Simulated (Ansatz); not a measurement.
## MgBi₆As₄, a known structure type with other elements, at an estimated volume

```xyz
11
Lattice="4.2372 7.3391 0.0000 -4.2372 7.3391 0.0000 0.0000 0.0000 4.2099" Properties=species:S:1:pos:R:3 pbc="T T T"
Mg    0.0000    0.0000    0.0000
Bi   -1.6788   10.7547    0.0000
Bi    1.6788   10.7547    0.0000
Bi    0.0000    7.8470    0.0000
Bi   -1.7724    5.9161    2.1049
Bi    1.7724    5.9161    2.1049
Bi    0.0000    2.8461    2.1049
As   -0.0004    4.8930    0.0000
As    1.8640    8.7093    2.1049
As   -1.8640    8.7093    2.1049
As    0.0000   11.9378    2.1049
```

Level: PBE, no spin polarisation; 420 eV; 6×6×6 Γ-centred mesh; cold occupations (width 0.0249 eV); Ansatz 0.2.0, fixed geometry.

Electronic structure: It is a metal, with about 5.9 states/eV a cell as the mean within 0.25 eV of the Fermi level, mostly Bi p (50 %) and As p (28 %).
Contacts: Bi–As at 2.79 Å: least valence density 0.34 e/Å³ and ELF 0.39 there. Bi–Bi at 3.36 Å: least valence density 0.17 e/Å³ and ELF 0.24 there. Mg–As at 3.46 Å: least valence density 0.08 e/Å³ and ELF 0.31 there. Both are smooth PAW fields, read partly inside the augmentation spheres.
Formation energy: 0.45 eV an atom against the elements' usual phases (free molecules for gases, crystals otherwise, with no correction for O₂ or N₂), so at this geometry it isn't bound against them. Relaxing would lower it.
Forces: The largest is on Bi6 (and as large on other atoms): 0.83 eV/Å, components (0.72, 0.41, 0.00). It makes 58° with the line to a nearest neighbour, As9 at 2.79 Å.

Origin: a known structure type with other elements, at an estimated volume, so it need not be a known compound. Caveats: atoms or cell far from equilibrium.
